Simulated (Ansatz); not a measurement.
LiBr:
```yaml
crystal:
  lattice:
    - [0.00000, 2.75540, 2.75540]
    - [2.75540, 0.00000, 2.75540]
    - [2.75540, 2.75540, 0.00000]
  atoms:
    - { symbol: Li, position: [0.00000, 0.00000, 0.00000] }
    - { symbol: Br, position: [0.50000, 0.50000, 0.50000] }
```

Relaxed with plane-wave PAW PBE (Ansatz code). Indices refer to the conventional cell of Fm-3m, a = b = c = 5.511 Å, α = β = γ = 90.00°.

Simulate the powder diffraction pattern (neutron, λ = 1.5401 Å; lines above 1 %) up to 2θ = 90°.

Simulated powder pattern, neutron, λ = 1.5401 Å (kinematic, ideal powder, no thermal factors, coherent scattering alone; the 30 strongest lines at most, above 1 %, up to 2θ = 90°):

```tsv
2θ (°)	d (Å)	I/Imax (%)	hkl
28.01	3.182	100	(111)
32.46	2.755	18	(200)
46.56	1.948	19	(220)
55.22	1.662	90	(311)
57.90	1.591	8.8	(222)
67.96	1.378	5.2	(400)
75.05	1.264	58	(331)
77.35	1.232	18	(420)
86.40	1.125	16	(422)
```

The cell was relaxed with PBE under the symmetry of its start; phonons on a q-mesh show no instability.

Potentials: the later of the program's two PAW sets.
